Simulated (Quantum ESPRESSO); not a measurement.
Band energies of CdZn₃O₄

```xyz
8
Lattice="3.3643 0.0000 0.0000 -1.6822 2.9136 0.0000 0.0000 0.0000 11.0241" Properties=species:S:1:pos:R:3 pbc="T T T"
O      0.0000     0.0000    10.5710
O      0.0000     0.0000     4.7613
O      0.0000     1.9424     7.3508
O      0.0000     1.9424     2.1563
Zn     0.0000     0.0000     2.7615
Zn     0.0000     1.9424     0.1521
Zn     0.0000     1.9424     5.3698
Cd     0.0000     0.0000     8.3265
```

PBEsol (Quantum ESPRESSO, PseudoDojo norm-conserving, 102 Ry, scalar-relativistic); path ΓMKΓALHA,LM,KH; energies in eV from the valence-band maximum.

| k (1/Å) | point | band 48 | band 49 | band 50 | band 51 | band 52 | band 53 | band 54 | band 55 |
|---|---|---|---|---|---|---|---|---|---|
| 0.00 | Γ | -0.38 | -0.38 | -0.22 | 0.00 | 0.00 | 0.14 | 2.69 | 2.99 |
| 0.22 |  | -0.64 | -0.57 | -0.46 | -0.20 | -0.05 | 0.91 | 2.95 | 3.33 |
| 0.65 |  | -1.27 | -1.19 | -0.94 | -0.67 | -0.38 | 2.82 | 4.25 | 4.84 |
| 0.86 |  | -1.46 | -1.32 | -1.17 | -1.02 | -0.55 | 3.80 | 4.94 | 5.27 |
| 1.08 | M | -1.52 | -1.33 | -1.27 | -1.16 | -0.62 | 4.54 | 4.93 | 5.42 |
| 1.29 |  | -1.60 | -1.48 | -1.25 | -1.17 | -0.80 | 4.84 | 5.20 | 5.75 |
| 1.49 |  | -2.06 | -1.63 | -1.27 | -1.21 | -1.09 | 5.53 | 5.77 | 6.51 |
| 1.70 | K | -1.93 | -1.82 | -1.43 | -1.18 | -1.16 | 6.29 | 6.32 | 6.46 |
| 1.88 |  | -2.15 | -1.56 | -1.31 | -1.19 | -1.13 | 5.23 | 6.38 | 6.73 |
| 2.06 |  | -1.79 | -1.41 | -1.23 | -1.03 | -0.95 | 4.20 | 5.50 | 6.06 |
| 2.41 |  | -1.16 | -1.13 | -0.89 | -0.48 | -0.37 | 2.35 | 3.92 | 4.52 |
| 2.77 |  | -0.60 | -0.49 | -0.43 | -0.19 | -0.04 | 0.76 | 2.87 | 3.23 |
| 2.95 | Γ | -0.38 | -0.38 | -0.22 | 0.00 | 0.00 | 0.14 | 2.69 | 2.99 |
| 2.95 | A | -0.64 | -0.29 | -0.29 | -0.03 | -0.03 | 1.09 | 1.63 | 4.06 |
| 3.13 |  | -0.72 | -0.36 | -0.34 | -0.22 | -0.06 | 1.29 | 1.95 | 4.28 |
| 3.31 |  | -0.91 | -0.59 | -0.48 | -0.40 | -0.17 | 1.77 | 2.64 | 4.77 |
| 3.66 |  | -1.46 | -0.95 | -0.89 | -0.74 | -0.48 | 3.12 | 4.21 | 5.73 |
| 3.84 |  | -1.68 | -1.13 | -1.05 | -0.94 | -0.61 | 3.89 | 4.82 | 5.86 |
| 4.02 | L | -1.76 | -1.22 | -1.11 | -1.04 | -0.66 | 4.45 | 4.86 | 5.69 |
| 4.18 |  | -1.81 | -1.32 | -1.16 | -1.09 | -0.77 | 4.63 | 5.02 | 5.84 |
| 4.34 |  | -1.78 | -1.61 | -1.25 | -1.23 | -0.98 | 5.10 | 5.43 | 6.22 |
| 4.65 | H | -1.75 | -1.60 | -1.54 | -1.36 | -1.34 | 6.29 | 6.32 | 6.45 |
| 4.92 |  | -1.91 | -1.66 | -1.26 | -1.14 | -1.00 | 4.62 | 5.80 | 6.64 |
| 5.06 |  | -2.01 | -1.39 | -1.05 | -0.93 | -0.81 | 3.84 | 5.03 | 6.27 |
| 5.34 |  | -1.28 | -0.83 | -0.74 | -0.54 | -0.44 | 2.50 | 3.55 | 5.40 |
| 5.48 |  | -1.00 | -0.65 | -0.57 | -0.43 | -0.25 | 1.96 | 2.89 | 4.95 |
| 5.75 |  | -0.69 | -0.33 | -0.32 | -0.15 | -0.05 | 1.22 | 1.83 | 4.20 |
| 5.89 | A | -0.64 | -0.29 | -0.29 | -0.03 | -0.03 | 1.09 | 1.63 | 4.06 |
| 5.89 | L | -1.76 | -1.22 | -1.11 | -1.04 | -0.66 | 4.45 | 4.86 | 5.69 |
| 6.18 | M | -1.52 | -1.33 | -1.27 | -1.16 | -0.62 | 4.54 | 4.93 | 5.42 |
| 6.18 | K | -1.93 | -1.82 | -1.43 | -1.18 | -1.16 | 6.29 | 6.32 | 6.46 |
| 6.46 | H | -1.75 | -1.60 | -1.54 | -1.36 | -1.34 | 6.29 | 6.32 | 6.45 |

The PBEsol gap is direct, 0.14 eV at Γ.

Spin-orbit splittings are left out.

Geometry of the Materials Project entry, not relaxed at this level.

The structure is a Materials Project entry; no match was found in the copy of COD used, and its stability was not checked.
